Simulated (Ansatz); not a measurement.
Consider the following.

ZrGa$_{3}$:
```
ZrGa3
1.0
   -1.97618     1.97618     8.72960
    1.97618    -1.97618     8.72960
    1.97618     1.97618    -8.72960
Zr Ga
2 6
Cartesian
  0.00000   0.00000  15.39068
  0.00000   0.00000   2.06852
  1.97618   0.00000   0.00000
  0.00000   1.97618   0.00000
  0.00000   1.97618   4.36480
  1.97618   0.00000   4.36480
  0.00000   0.00000  10.87929
  0.00000   0.00000   6.57990
```

This is the r²SCAN-relaxed structure.

**Question.** All from r²SCAN in the plane-wave PAW code Ansatz, unless another level is named. Estimate the density of states at the Fermi level.

**Answer.** 0.22 states/eV per atom (mean over ±0.08 eV).

**Question.** Next, the formation energy from the elements (no fitted shifts)?

**Answer.** -524 meV/atom.

Space group I4/mmm. The workflow started from a Materials Project entry (that database holds measured and hypothetical structures alike); the Crystallography Open Database files this formula in space group No. 139, but the cells were not matched. Whether it is the stable phase at ambient conditions was not checked. The cell was relaxed with r²SCAN under the symmetry of its start; whether a distortion lowers the energy is not shown. The run is not spin-polarised. The references are the lowest solids computed at this level, not always the standard phases. Scalar-relativistic: spin–orbit coupling is off unless named, which matters more the heavier the elements.

Potentials: the later of the program's two PAW sets.
